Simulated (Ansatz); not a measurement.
Starting cell, P (space group Cmce):

```yaml
crystal:
  lattice:
    - [1.65492, -5.64616, 0.00000]
    - [1.65492, 5.64616, 0.00000]
    - [0.00000, 0.00000, 4.56347]
  atoms:
    - { symbol: P, position: [0.40603, 0.59397, 0.91350] }
    - { symbol: P, position: [0.59397, 0.40603, 0.08650] }
    - { symbol: P, position: [0.09397, 0.90603, 0.41350] }
    - { symbol: P, position: [0.90603, 0.09397, 0.58650] }
```

A phonon eigenvector at Γ is frozen into this cell: atom i moves by Q times the vector below, so Q is the largest atomic displacement, in Å. The cell is held.

| atom | x | y | z |
|---|---|---|---|
| P1 | 0.000 | 1.000 | 0.000 |
| P2 | 0.000 | 1.000 | 0.000 |
| P3 | 0.000 | -1.000 | 0.000 |
| P4 | 0.000 | -1.000 | 0.000 |

Level of theory: PBE (plane waves to 420 eV, PAW, scalar-relativistic; Ansatz, a program for electronic structure). k mesh 10×10×7 (Γ-centred), Fermi-Dirac smearing 0.05 eV. Energies are smeared free energies. P was relaxed with its symmetry unable to fall. The relaxed volume of P is well above the measured one; the method has no dispersion term. ΔE is measured from the undisplaced structure.

| Q (Å) | ΔE (meV/cell) |
|---|---|
| -0.100 | 45.4 |
| -0.067 | 18.6 |
| -0.033 | 4.3 |
| 0.000 | 0.0 |
| 0.033 | 4.3 |
| 0.067 | 18.6 |
| 0.100 | 45.4 |

**Question.** Which DFPT wavenumber at Γ belongs to this mode?
A) 222 cm⁻¹
B) 128 cm⁻¹
C) 339 cm⁻¹
D) 412 cm⁻¹

**Answer.** B, 128 cm⁻¹. The curvature of the scan gives 127 cm⁻¹

(For displaced atoms, the force is minus the slope of the energy, and its curvature is a force constant, which sets phonon frequencies.)
